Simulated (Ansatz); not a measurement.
The cell comes from COD entry 1011099, which wasn't checked; take it as a given geometry. It is an old determination, and later ones may differ.

An input for TiN: DFT, PBEsol, all-electron LAPW, scalar-relativistic (Ansatz 0.2.0).

Command: `ansatz run input.yaml --threads 1 --pin off --max-ram 3072MiB --backend cpu --events-out ev --progress --plain --runs-dir out` The run took 15 s on 1 thread of AMD EPYC 9R45 96-Core Processor (Zen 5), on a shared host, peak memory 0.56 GiB.

```yaml
crystal:
  lattice:
    - [0.0, 2.122, 2.122]
    - [2.122, 0.0, 2.122]
    - [2.122, 2.122, 0.0]
  atoms:
    - { symbol: Ti, position: [0.0, 0.0, 0.0] }
    - { symbol: "N", position: [0.5, 0.5, 0.5] }
kpoints:
  mp_grid: { grid: [17, 17, 17] }
  band_path:
    path:
      - [0.0, 0.0, 0.0]
      - [0.5, 0.0, 0.5]
      - [0.625, 0.25, 0.625]
      - [0.375, 0.375, 0.75]
      - [0.0, 0.0, 0.0]
      - [0.5, 0.5, 0.5]
      - [0.5, 0.25, 0.75]
      - [0.5, 0.0, 0.5]
    npoints: 14
scf:
  occupations: { method: fermi_dirac, width: 0.05 }
hamiltonian:
  xc: pbesol
  pseudopotentials: { kind: all_electron, lapw: { basis_error: 0.0005 } }
output:
  forces: true
  stress: true
  eigenvalues: true
  fatbands: true
  populations: true
  dos: { projected: true, de: 0.2, e_range: [-14, 8] }
```

Set-up and iterations as logged by Ansatz (the results part is left out, to be predicted):

```
Ti: projections on atomic orbitals take those of the free atom 1s2 2s2 2p6 3s2 3p6 3d2 4s2, of charge +0.00 (hamiltonian.pseudopotentials.projection_atoms)
N: projections on atomic orbitals take those of the free atom 1s2 2s2 2p3, of charge +0.00 (hamiltonian.pseudopotentials.projection_atoms)
LAPW: plane waves up to 9.844 Å⁻¹, error target 5.0e-4 eV per atom; small_component_spin mean_spin; N in spheres of 0.958 Å, 7 of its electrons in bands, Dirac shells []; Ti in spheres of 1.164 Å, 20 of its electrons in bands, Dirac shells []
Engine: ansatz 0.2.0
Pseudopotentials: kind: all_electron
Pseudopotential: Ti, LAPW, valence charge 20, Koelling and Harmon's equation, gaussian nucleus
Pseudopotential: N, LAPW, valence charge 7, Koelling and Harmon's equation, gaussian nucleus
Functional definition: PBEsol
  exchange = pbesol_x
  correlation = pbesol_c
Crystal: 2 atoms, lattice volume = 19.110 Å³
Basis set: ecut = 369.2029278832568 eV, 331 PW (Γ), exchange–correlation at level 2
Bands: 18, of which v1, the nominal top of the filled ones, is band 14 counted from 1 (13 counted from 0)
Symmetry: 48 space group operations
Space group: Fm-3m (ITA 225), of the structure as read, at distance tolerance 2.7e-5 Å
k-points: 165 of 4913
Non-local potential: Ti, projectors of the file, none
Non-local potential: N, projectors of the file, none
Initial density: superposition of atomic densities (chi_scale 0.1, normalization cell, long waves kept (reshape's long-wave potential 0.00 eV rms))
Initial wavefunctions: plane waves of lowest kinetic energy (no species holds an atomic orbital)
Functional: x = pbesol(κ = 0.804, μ = 0.12345679012345678), c = pbesol(β = 0.046)
iter 1 solved again at ethr=1.79e-2 eV; its pass at ethr=1.00e-1 eV (dr2=4.84e0 eV) is discarded
SCF iter   1: F=—  HF=-24698.213017 eV  |F-HF|=—  |Δ(HF+E_count)|=         —  Δρ=1.47e-1  dr2=4.84e0  ethr=1.79e-2  ⟨swp⟩=2.0  Hψ=18371  notcnv=0
iter 2 solved again at ethr=6.27e-4 eV; its pass at ethr=1.79e-2 eV (dr2=1.69e-1 eV) is discarded
SCF iter   2: F=—  HF=-24696.363437 eV  |F-HF|=—  |Δ(HF+E_count)|=    1.85e0  Δρ=3.82e-2  dr2=1.69e-1  ethr=6.27e-4  ⟨swp⟩=2.0  Hψ=33203  notcnv=0
automatic band count: the SCF goes on with 22 bands, as 18 were too few: the levels above may hold too much charge
SCF iter   3: F=—  HF=-24696.043177 eV  |F-HF|=—  |Δ(HF+E_count)|=   3.20e-1  Δρ=1.98e-2  dr2=8.66e-2  ethr=6.27e-4  ⟨swp⟩=2.6  Hψ=11194  notcnv=0
SCF iter   4: F=—  HF=-24696.061624 eV  |F-HF|=—  |Δ(HF+E_count)|=         —  Δρ=1.41e-2  dr2=4.35e-2  ethr=3.21e-4  ⟨swp⟩=2.0  Hψ=10887  notcnv=0
the basis was enlarged: its passes take 103.4 KiB over the memory plan, 1 of 1 planned eigensolver slots
SCF iter   5: F=—  HF=-24696.032565 eV  |F-HF|=—  |Δ(HF+E_count)|=   2.91e-2  Δρ=3.98e-3  dr2=3.54e-3  ethr=1.61e-4  ⟨swp⟩=2.0  Hψ=9962  notcnv=0
SCF iter   6: F=—  HF=-24696.030731 eV  |F-HF|=—  |Δ(HF+E_count)|=   1.83e-3  Δρ=1.16e-4  dr2=2.68e-6  ethr=1.31e-5  ⟨swp⟩=2.0  Hψ=9708  notcnv=0
SCF iter   7: F=—  HF=-24696.030731 eV  |F-HF|=—  |Δ(HF+E_count)|=   2.44e-7  Δρ=2.62e-5  dr2=1.48e-7  ethr=9.91e-9  ⟨swp⟩=2.2  Hψ=9740  notcnv=0
SCF iter   8: F=-24696.030731 eV  HF=-24696.030731 eV  |F-HF|=1.82e-11  |Δ(HF+E_count)|=   5.62e-8  Δρ=5.76e-7  dr2=1.76e-11  ethr=5.47e-10  ⟨swp⟩=2.0  Hψ=9708  notcnv=0
```

Spin polarisation is left out, and whether a magnetic state lies lower isn't shown here.

(1) What pressure will this run report?

(2) Is there a band gap?

## Answers

(1) -8.05 GPa (positive in compression).

(2) none: with an odd electron count and no spin polarisation the bands can't all be full, a metal in this set-up (spin order or a larger cell could open a gap).
